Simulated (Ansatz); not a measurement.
Here is the system:

GaPt3:
```
CELL_PARAMETERS angstrom
      3.86387     0.00000     0.00000
      0.00000     3.86387     0.00000
      0.00000     0.00000     3.86387
ATOMIC_POSITIONS crystal
  Ga 0.00000 0.00000 0.00000
  Pt 0.00000 0.50000 0.50000
  Pt 0.50000 0.00000 0.50000
  Pt 0.50000 0.50000 0.00000
```

This is the LDA-relaxed structure.

### Question
All from LDA (plane waves, PAW; program Ansatz), unless another level is named. Estimate the Poisson's ratio.

### Answer
0.33.

### Question
Predict the highest zone-centre frequency.

### Answer
203 cm⁻¹.

### Question
Next, the elastic constants (relaxed ions, GPa)?

### Answer
C11 = 369, C12 = 213, C44 = 117.

Space group Pm-3m (Cu3Au type). The workflow started from a Materials Project entry (that database holds measured and hypothetical structures alike); the Crystallography Open Database copy checked does not list it. COD files the formula under space group No. 127. Its standing as an ambient phase is unchecked. Symmetry was held in the LDA relaxation; its stability against distortions is not shown here. No spin polarisation was allowed. As this level gives no gap, shear constants depend on the k-mesh and smearing (Fermi–Dirac, 0.1 eV here). As this level gives no gap, phonon frequencies hold no LO–TO term and depend on the k-mesh and smearing (Fermi–Dirac, 0.1 eV here). Scalar-relativistic: spin–orbit coupling is off unless named, which matters more the heavier the elements.

Potentials: the later of the program's two PAW sets.
